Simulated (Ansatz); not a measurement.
CuI:
```yaml
crystal:
  lattice:
    - [12.35976, 0.00000, 0.00000]
    - [0.00000, 3.95782, 0.00000]
    - [0.00000, 0.00000, 3.95805]
  atoms:
    - { symbol: Cu, position: [0.25000, 0.25000, 0.25011] }
    - { symbol: Cu, position: [0.25000, 0.75000, 0.75011] }
    - { symbol: Cu, position: [0.75000, 0.75000, 0.74989] }
    - { symbol: Cu, position: [0.75000, 0.25000, 0.24989] }
    - { symbol: I, position: [0.88543, 0.25000, 0.74988] }
    - { symbol: I, position: [0.61457, 0.75000, 0.24988] }
    - { symbol: I, position: [0.11457, 0.75000, 0.25012] }
    - { symbol: I, position: [0.38543, 0.25000, 0.75012] }
```

Relaxed with LDA. Special points in fractions of this cell's reciprocal vectors: Γ (0.000, 0.000, 0.000); X (0.500, 0.000, 0.000); S (0.500, 0.500, 0.000); Y (0.000, 0.500, 0.000); Z (0.000, 0.000, 0.500); U (0.500, 0.000, 0.500); R (0.500, 0.500, 0.500); T (0.000, 0.500, 0.500).

Task: List the band energies nearest the valence-band maximum at these points for DFT-LDA in the program Ansatz with PAW potentials.

Result: In eV from the valence-band maximum; about four levels below and three above (degenerate sets whole), none deeper than 8.9 eV; points with the same levels are listed once.

```json
[
 {"k": "Γ", "below": "-0.53 -0.53 0.00 0.00", "above": "1.49 2.98 3.24"},
 {"k": "X", "below": "-0.26 -0.26 -0.26 -0.26", "above": "2.36 2.36 3.11 3.11"},
 {"k": "S", "below": "-0.61 -0.61 -0.61 -0.61", "above": "2.86 2.86 2.86 2.86"},
 {"k": "Y", "below": "-0.63 -0.63 -0.58 -0.58", "above": "2.03 2.03 3.85 3.85"},
 {"k": "R", "below": "-1.33 -1.33 -1.33 -1.33", "above": "2.98 2.98 2.98 2.98"},
 {"k": "T", "below": "-1.42 -1.42 -1.27 -1.27", "above": "2.26 2.26 2.39 2.39"}
]
```

Space group P4/nmm. A made-up cell: these elements were put on the sites of a structure type; the Crystallography Open Database copy checked does not list it. It is not the phase usual at ambient conditions (space group No. 216). Symmetry was held in the LDA relaxation; phonons show weakly imaginary modes. No spin polarisation was allowed. A crystal of weakly bound layers computed without a dispersion correction: the cell and the soft elastic constants depend strongly on that. Point labels and valley counts follow the cell and symmetry of the run, lower than the named group. Spin–orbit coupling is left out wherever it is not named.

Potentials: the earlier of the program's two PAW sets. The files were generated under PBE; for other functionals the program regenerates the frozen cores, and for LDA and PBEsol the local potential too.
